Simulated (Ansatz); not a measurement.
# Profile along the Pb–Pb line in YPb2 (space group Cmcm)

YPb2 (space group Cmcm)

```
YPb2
1.0
    2.26351    -8.41328     0.00000
    2.26351     8.41328     0.00000
    0.00000     0.00000     4.49265
Y Pb
2 4
Cartesian
  2.26351   6.78101   3.36949
  2.26351  -6.78101   1.12316
  2.26351  -1.11229   1.12316
  2.26351   1.11229   3.36949
  2.26351   4.18280   1.12316
  2.26351  -4.18280   3.36949
```

Fields along a shortest Pb–Pb line of a (010) plane (3.19 Å), from Pb to Pb, interpolated on the slice's grid (step about 0.2 Å). All values below come from r2SCAN (plane waves to 500 eV, PAW, scalar-relativistic; Ansatz, a first-principles code). k mesh 11×11×10. Near the nuclei the fields are pseudised (PAW); where an atom keeps semicore shells as valence, they peak there. Spin-orbit coupling is left out, though Pb is heavy. YPb2 is run without spin polarisation. YPb2 was relaxed with its symmetry unable to fall.

```json
[
 {"distance from Pb (Å)": "0.00", "valence electron density (e/Å³)": "10.38", "electron localisation function": "x"},
 {"distance from Pb (Å)": "0.32", "valence electron density (e/Å³)": "7.21", "electron localisation function": "x"},
 {"distance from Pb (Å)": "0.64", "valence electron density (e/Å³)": "2.85", "electron localisation function": "0.25"},
 {"distance from Pb (Å)": "0.96", "valence electron density (e/Å³)": "0.79", "electron localisation function": "0.38"},
 {"distance from Pb (Å)": "1.28", "valence electron density (e/Å³)": "0.29", "electron localisation function": "0.32"},
 {"distance from Pb (Å)": "1.59", "valence electron density (e/Å³)": "0.20", "electron localisation function": "0.31"},
 {"distance from Pb (Å)": "1.91", "valence electron density (e/Å³)": "0.29", "electron localisation function": "0.32"},
 {"distance from Pb (Å)": "2.23", "valence electron density (e/Å³)": "0.79", "electron localisation function": "0.38"},
 {"distance from Pb (Å)": "2.55", "valence electron density (e/Å³)": "2.87", "electron localisation function": "0.24"},
 {"distance from Pb (Å)": "2.87", "valence electron density (e/Å³)": "7.26", "electron localisation function": "x"},
 {"distance from Pb (Å)": "3.19", "valence electron density (e/Å³)": "10.47", "electron localisation function": "x"}
]
```

x: too close to a nucleus for the ELF to mean much.

Density on the Pb–Pb line (3.19 Å) at its midpoint: 0.20 e/Å³. ELF at that point: 0.31.
